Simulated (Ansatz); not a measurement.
Relaxed MgH₂ (rutile):

```xyz
6
Lattice="4.5173 0.0000 0.0000 0.0000 4.5173 0.0000 0.0000 0.0000 3.0129" Properties=species:S:1:pos:R:3 pbc="T T T"
Mg     0.0000     0.0000     0.0000
Mg     2.2586     2.2586     1.5064
H      1.3751     1.3751     0.0000
H      3.6338     0.8835     1.5064
H      0.8835     3.6338     1.5064
H      3.1422     3.1422     0.0000
```

In each cell atom 5 (H, nearest neighbour Mg at 1.945 Å; its periodic images, 3.0 Å or more away, move with it) moves by s·(0.707, 0.707, 0.000) (along Cartesian [110]), the rest being held.

Level of theory: PBE (plane waves to 420 eV, PAW, scalar-relativistic; Ansatz, a program for electronic structure). k mesh 6×6×9 (Γ-centred), Fermi-Dirac smearing 0.05 eV. E stands for the smeared free energy. MgH2 was relaxed with its symmetry unable to fall. The zero of ΔE is the undisplaced structure.

| s (Å) | ΔE (meV/cell) |
|---|---|
| -0.190 | withheld |
| -0.152 | 14.8 |
| -0.114 | 8.3 |
| -0.076 | 3.7 |
| -0.038 | 0.9 |
| 0.000 | 0.0 |
| 0.038 | 0.9 |
| 0.076 | 3.7 |
| 0.114 | 8.3 |
| 0.152 | 14.8 |
| 0.190 | withheld |

Question: Fit an even polynomial form (powers 2, 4) to the given rows and predict ΔE at s = -0.190.

Answer: Least squares on the 9 given rows: ΔE = (637.3)·s² + (140.1)·s⁴, in meV/cell with s in Å; root-mean-square residual 0.01 meV/cell. At -0.190 the fit gives 23.2 meV/cell; the calculation gives 23.3 meV/cell, so the extrapolation is off by -0.1 (-0.4 %). The quadratic term alone would give 23.0 meV/cell.

(A displaced cell: forces are minus the slopes of the energy, force constants its curvatures, and phonons follow from these.)
